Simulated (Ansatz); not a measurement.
Sr: energy along a strain

Sr, Im-3m, a = 4.850 Å (as given, not relaxed at this level: -0.2 GPa). This isn't the element's structure at ambient conditions. Ansatz: r2SCAN, PAW, 500 eV, Γ-centred 14×14×14 mesh on 1 atom, Gaussian smearing 0.15 eV; no spin polarisation. Cell vectors (Å): -2.425 2.425 2.425; 2.425 -2.425 2.425; 2.425 2.425 -2.425. The cell is strained by x per cent times the pattern (1 -1 0 0 0 0) in the order xx yy zz yz xz xy (engineering shears), with fractional coordinates held. y is the free energy over the start, V0 = 57.042 Å³/atom. Symmetry makes y even in x. Points with a strain past 8.5 % were computed too (2) and aren't used here.

```tsv
x (%)	y (meV/atom)
-5.00	0.32
0.00	0.00
1.25	-0.01
2.50	-0.01
3.75	0.06
6.25	0.88
7.50	?
```

Task: Fit y = c2 x² + c4 x⁴ to the other rows, get the stiffness along the pattern, and predict the missing energy.

Result: Least squares on the rows shown. y = −0.005477 x² + 0.0007185 x⁴. The clamped-ion stiffness p·C·p = 2 × -0.05477 eV × 160.2 / 57.042 Å³ = -0.3 GPa. With a term in x⁶ added, the coefficient of x² becomes -0.007311, 33 % more, which shows how far this figure hangs on the form. At x = 7.50 the fit asked for gives 1.97 meV/atom. The run gave 1.88 meV/atom, so the fit is 0.09 meV/atom too high, small in itself but 5 % of the span of the series.